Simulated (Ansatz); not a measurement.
SiO₂:
```
SiO2
1.0
    5.03058     0.00000     0.00000
    0.00000     5.03058     0.00000
    0.00000     0.00000     7.01384
Si O
4 8
Direct
  0.29770   0.29770   0.00000
  0.79770   0.20230   0.75000
  0.20230   0.79770   0.25000
  0.70230   0.70230   0.50000
  0.23973   0.10114   0.17794
  0.73973   0.39886   0.57206
  0.26027   0.60114   0.07206
  0.76027   0.89886   0.67794
  0.89886   0.76027   0.32206
  0.39886   0.73973   0.42794
  0.60114   0.26027   0.92794
  0.10114   0.23973   0.82206
```

Relaxed with PBEsol. Independent-particle spectrum: no excitons, no local fields, no scissors shift; 0.1 eV broadening; ε₁ of the summed bands alone.

### Question
Tabulate the dielectric function from the program Ansatz at the PBEsol level (PAW).

### Answer


```csv
E (eV),ε₁ xx,ε₂ xx,ε₁ zz,ε₂ zz
0.0,2.23,0.00,2.26,0.00
0.4,2.23,0.00,2.26,0.00
0.8,2.23,0.00,2.26,0.00
1.2,2.24,0.00,2.27,0.00
1.6,2.25,0.00,2.28,0.00
2.0,2.26,0.00,2.29,0.00
2.4,2.28,0.00,2.31,0.00
2.8,2.30,0.00,2.33,0.00
3.2,2.33,0.00,2.36,0.00
3.6,2.36,0.00,2.39,0.00
4.0,2.39,0.00,2.43,0.00
4.4,2.44,0.00,2.47,0.00
4.8,2.49,0.00,2.52,0.00
5.2,2.55,0.00,2.59,0.00
5.6,2.62,0.00,2.66,0.00
6.0,2.72,0.00,2.76,0.00
6.4,2.85,0.01,2.89,0.01
6.8,3.02,0.02,3.07,0.02
7.2,3.30,0.05,3.34,0.06
7.6,3.59,0.44,3.68,0.44
8.0,3.67,0.72,3.76,0.72
8.4,3.83,0.99,3.91,1.04
8.8,4.11,1.71,4.10,1.62
9.2,3.48,2.16,4.17,2.60
9.6,3.23,2.13,2.48,2.99
10.0,3.14,3.57,2.23,2.42
10.4,1.72,2.77,1.88,2.51
10.8,1.48,2.23,2.10,2.45
11.2,1.89,2.14,1.94,2.14
11.6,1.44,2.40,1.64,2.15
12.0,1.30,2.25,1.70,2.09
```

With all bands, ε∞ without local fields is 2.38 (xx = yy), 2.40 (zz). DFPT, with local fields, gives 2.28 (xx = yy), 2.26 (zz).

Space group P4_12_12. The cell was relaxed with PBEsol under the symmetry of its start; of distortions, only those at the zone centre were tested.

Potentials: the later of the program's two PAW sets.
